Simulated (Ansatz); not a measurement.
The elements of this relaxed trial crystal are hidden behind letters.

```
lattice vectors (Å)
   3.3081    0.0000    0.0000
   0.0000    3.3081    0.0000
   0.0000    0.0000    6.2357
fractional positions
X 0.0000 0.0000 0.0487
X 0.5000 0.5000 0.5212
Z 0.0000 0.0000 0.4301
```

Level of theory: DFT PBE, scalar-relativistic, plane waves, PAW in Ansatz 0.2.0. Plane waves to 420 eV, a 14×14×8 mesh through Γ for the 3-atom cell and 0.10 eV Gaussian smearing; no spin polarisation.

* Space group: P4mm (No. 99)
* Conventional cell: a = 3.308 Å, c = 6.236 Å
* Volume per atom: 22.75 Å³
* Density: 1.14 g/cm³
* Energy over the elements: −0.01 eV/atom
* Gap on the 14×14×8 mesh of the 3-atom cell: 0 eV (a metal)

Energies are uncorrected and count from the elements' standard states at the same level.

Problem. X is an s-block element of period 3 and Z is an s-block element of period 1. Which elements are they?

Solution. X = Na, Z = H, so the formula is Na2H. Density times volume gives a mean mass of 1.14 × 22.75/1.6605 = 15.6 u per atom, and this set has 15.7 u. Among the elements that the hints allow, only these give it. Around Na on its first site lie 1 H at 2.38 Å and 4 Na at 3.31 Å; Na on its second site is surrounded by 4 H at 2.41 Å and 4 Na at 3.31 Å; H has 5 Na at 2.38–2.41 Å.

The cell is a metal run without spin; a magnetic state may lie lower. This cell was reached by moving the atoms of another relaxed cell at random and relaxing again, last within the group found; it had no such test of its own.
